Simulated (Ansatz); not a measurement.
Ansatz 0.2.0, relaxation: CaZn2Pb2

The input file (Ansatz 0.2.0, plane waves):

```yaml
crystal:
  lattice:
    - [4.563412, 0.0, 0.0]
    - [-2.281706, 3.952032, 0.0]
    - [0.0, 0.0, 7.669739]
  atoms:
    - { symbol: Zn, position: [0.3333, 0.6667, 0.6307] }
    - { symbol: Zn, position: [0.6667, 0.3333, 0.3693] }
    - { symbol: Ca, position: [0.0, 0.0, 0.0] }
    - { symbol: Pb, position: [0.3333, 0.6667, 0.2571] }
    - { symbol: Pb, position: [0.6667, 0.3333, 0.7429] }
  symmetry: { tolerance: 0.0003 }
kpoints:
  mp_grid: { grid: [5, 5, 3], shift: [0, 0, 0] }
magnetization:
  noncollinear: true
  spin_orbit: true
scf:
  occupations: { method: fermi_dirac }
  lower_state_search: "off"
hamiltonian:
  pseudopotentials: { kind: paw_fr }
  xc: r2scan
basis:
  ecutwfc: 500
  fft_grid_basis: typed
relax:
  max_steps: 60
output:
  forces: true
  stress: true
  eigenvalues: true
  bader: true
  populations: true
  elf: true
  write_potential: true
  volumetric_format: npy
  dos:
    e_range: [-12, 8]
    de: 0.05
    projected: { site_lists: { Ca: [Ca], Pb: [Pb], Zn: [Zn] } }
    method: { smearing: { sigma: 0.1, scheme: gaussian } }
checkpoint:
  read: saved_state
```

Launch command:

```bash
ansatz run input.yaml --threads 2 --pin off --max-ram 3584MiB --backend cpu --events-out ev --progress --plain --runs-dir out
```

Origin of the cell: a known structure type with other elements, at an estimated volume, so it need not be a known compound.

The smearing width isn't typed, so it takes its default of 0.1 eV.

The saved state is a converged single point of the same cell.

Steps:

```tsv
step	ΔF (meV/atom)	max force component (eV/Å)	SCF iterations	step was
1	0.0	0.175	9	accepted
2	-2.3	0.144	7	accepted
3	-3.3	0.045	8	accepted
4	-3.9	0.016	10	accepted
5	-3.9	0.003	7	accepted
```

Before:

Space group P-3m1 (No. 164); the run's cell has a = 4.563 Å, b = 4.563 Å, c = 7.670 Å, α = 90.00°, β = 90.00°, γ = 120.00°. Shortest distances: Pb–Zn 2.77 Å, Ca–Pb 3.29 Å, Zn–Zn 3.31 Å.

After:

Space group P-3m1 (No. 164); the run's cell has a = 4.563 Å, b = 4.563 Å, c = 7.670 Å, α = 90.00°, β = 90.00°, γ = 120.00°. Shortest distances: Pb–Zn 2.77 Å, Zn–Zn 3.19 Å, Ca–Pb 3.29 Å.

```yaml
crystal:
  lattice:
    - [4.56341, 0.00000, 0.00000]
    - [-2.28171, 3.95203, 0.00000]
    - [0.00000, 0.00000, 7.66974]
  atoms:
    - { symbol: Zn, position: [0.33333, 0.66667, 0.61760] }
    - { symbol: Zn, position: [0.66667, 0.33333, 0.38240] }
    - { symbol: Ca, position: [0.00000, 0.00000, 0.00000] }
    - { symbol: Pb, position: [0.33333, 0.66667, 0.25698] }
    - { symbol: Pb, position: [0.66667, 0.33333, 0.74302] }
```

```
Free energy lowered by  : 3.9 meV/atom
Final pressure          : -1.65 GPa
Relaxation steps listed : 5
```

Caveats: the SCF threshold is looser than advised for a stress; the k mesh is coarse if the cell is a metal; the relaxation held the start's symmetry, so the end may be a saddle point.

The run took 400 s of wall time on 2 CPU thread(s) of a shared host, from a saved density.
